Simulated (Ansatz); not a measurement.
AgI:
```yaml
crystal:
  lattice:
    - [4.43616, 0.00000, 0.00000]
    - [-2.21808, 3.84183, 0.00000]
    - [0.00000, 0.00000, 14.61209]
  atoms:
    - { symbol: Ag, position: [0.00000, 0.00000, 0.32149] }
    - { symbol: Ag, position: [0.00000, 0.00000, 0.82149] }
    - { symbol: Ag, position: [0.66667, 0.33333, 0.42876] }
    - { symbol: Ag, position: [0.33333, 0.66667, 0.92876] }
    - { symbol: I, position: [0.00000, 0.00000, 0.01833] }
    - { symbol: I, position: [0.00000, 0.00000, 0.51833] }
    - { symbol: I, position: [0.66667, 0.33333, 0.23142] }
    - { symbol: I, position: [0.33333, 0.66667, 0.73142] }
```

PBE+D3(BJ) (plane waves, PAW; program Ansatz) gives a gap of 1.45 eV without spin–orbit coupling, maximum at Γ, minimum at Γ.

### Question
What happens when spin–orbit coupling is switched on?

### Answer
The gap falls by 0.29 eV, to 1.16 eV; maximum at Γ, minimum at Γ.

### Question
Give the electron effective mass with spin–orbit coupling.

### Answer
0.17, 0.23, 0.23 mₑ (principal values).

### Question
Give the hole effective mass with spin–orbit coupling.

### Answer
0.32, 0.32, 1.6 mₑ (principal values).

Space group P6_3mc. The first step of the workflow began from a Materials Project structure, measured or hypothetical. Its sites differ from those of the usual phase in this space group: another stacking or structure type. The PBE+D3(BJ) relaxation kept the symmetry of its start; its stability against distortions is not shown here. The run is not spin-polarised.

Potentials: the earlier of the program's two PAW sets.
